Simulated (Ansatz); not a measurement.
Crystals of one structure type (zinc blende), relaxed and computed with DFT-LDA in the program Ansatz with PAW potentials.

```tsv
crystal	a (Å)	gap (eV)	K_Hill (GPa)	G_Hill (GPa)	B₀ by P(V) fit (GPa)	highest Γ mode, no LO–TO term (cm⁻¹)
BeS	4.796	2.83	102	69.5	102	593
BeSe	5.081	2.40	83.9	56.8	83.9	522
BeTe	…	…	…	…	…	…
CdTe	6.409	0.61	46.2	15.3	46.2	148
```

Question: What belongs in the gaps?

Answer: 
- BeTe, a (Å): 5.554
- BeTe, gap (eV): 1.79
- BeTe, K_Hill (GPa): 63.8
- BeTe, G_Hill (GPa): 43.1
- BeTe, B₀ by P(V) fit (GPa): 63.7
- BeTe, highest Γ mode, no LO–TO term (cm⁻¹): 481

All cells were relaxed under the symmetry of their starts (and spin orders); stability against distortions was not tested throughout. Scalar-relativistic: spin–orbit coupling is off unless named, which matters more the heavier the elements.

Potentials: the earlier of the program's two PAW sets. The files were generated under PBE; for other functionals the program regenerates the frozen cores, and for LDA and PBEsol the local potential too.
